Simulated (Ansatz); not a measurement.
Sc2Al in space group P6_3/mmc (No. 194; Sc on 2a, Sc on 2d, Al on 2c) under volume change, PBEsol (plane waves, PAW; program Ansatz), shape and atoms relaxed at each volume.

```tsv
V (Å³/atom)	E − E(relaxed) (meV/atom)	P (GPa)
18.810	44.4	8.22
19.430	18.8	5.09
20.050	4.5	2.37
20.670	0.0	0.00
21.290	4.1	-2.06
21.910	15.6	-3.86
22.530	33.6	-5.41
```

Problem. What does a third-order Birch–Murnaghan fit give for V₀, B₀ and B′?

Solution. V₀ = 20.67 Å³/atom, B₀ = 73.5 GPa, B′ = 3.6.

The first step of the workflow began from a Materials Project structure, measured or hypothetical; the Crystallography Open Database copy checked does not list it. Its standing as an ambient phase is unchecked. The cell was relaxed with PBEsol under the symmetry of its start; whether a distortion lowers the energy is not shown. The run is not spin-polarised.

Potentials: the later of the program's two PAW sets.
